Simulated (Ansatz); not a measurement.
ZrTiO4:
```xyz
24
Lattice="-4.9060 0.0000 0.0000 0.4008 0.9055 -9.9125 0.1171 -5.3518 0.0000" Properties=species:S:1:pos:R:3 pbc="T T T"
Zr    -4.6245    -1.3568    -1.0571
Zr     0.2627    -3.0060    -8.8226
Zr    -4.5278    -1.0023    -6.0277
Zr    -2.3534    -3.6680    -5.9838
Ti     0.1987    -3.4072    -3.6915
Ti    -2.3486    -4.2224    -1.2911
Ti    -2.0144    -0.1396    -8.5902
Ti    -2.0652    -0.8069    -3.7205
O     -3.2443    -1.3500    -9.4683
O     -3.2385    -2.0567    -4.5987
O     -3.5953    -2.5563    -7.1090
O     -3.6117    -3.1487    -2.1157
O     -3.1738    -0.4753    -2.2297
O     -3.3479     0.1532    -7.2378
O     -3.6538    -4.7153    -4.6535
O     -3.1448    -4.0781    -9.8454
O     -1.3647    -0.1176    -5.3121
O     -1.2438    -0.2741    -0.1445
O     -1.1270    -4.4271    -2.8720
O     -1.1442    -3.9362    -7.6809
O     -0.8045    -1.2655    -7.8322
O     -0.6835    -2.7475    -5.2297
O     -1.0959    -3.0334    -0.5283
O     -0.7117    -1.7175    -2.9079
```

Cartesian axes are those of the cell as given.

**Question.** Give the proper piezoelectric stress tensor with relaxed ions from DFT-PBEsol in the program Ansatz with PAW potentials.

**Answer.** In C/m², rows x, y, z, Voigt columns; mesh uncertainty up to 0.00.
```
 0.02  -0.14  -0.02   0.29   0.59  -0.65
-0.60  -0.35  -0.10  -0.16  -0.14  -0.04
-0.48  -0.41  -0.19   0.00  -0.11   0.36
```

The elastic tensor of the same run (GPa):

```
       1      2     3     4      5     6
-  -----  -----  ----  ----  -----  ----
1    320    140   152  18.7  -16.0  17.2
2    140    295   109  -2.6  -11.4  20.8
3    152    109   346  18.4    1.2   9.9
4   18.7   -2.6  18.4  55.1   18.2  -5.9
5  -16.0  -11.4   1.2  18.2   87.9   5.4
6   17.2   20.8   9.9  -5.9    5.4  73.7
```

**Question.** Convert to strain constants d = e·S.

**Answer.** In pC/N:
```
 0.9   0.2  -0.3   1.7   7.1  -9.5
-2.0  -0.7   0.9  -2.0  -1.6   0.0
-1.6  -1.2   0.3   1.8  -2.5   5.9
```

Space group P1. The first step of the workflow began from a Materials Project structure, measured or hypothetical; the Crystallography Open Database copy checked does not list it. Entries of such low symmetry are often ordered models of mixed-site phases. Whether it is the stable phase at ambient conditions was not checked. The cell was relaxed with PBEsol; its stability against distortions is not shown here. No spin polarisation was allowed. Signs of piezoelectric constants follow the polarity of the cell as given.

Potentials: the later of the program's two PAW sets.
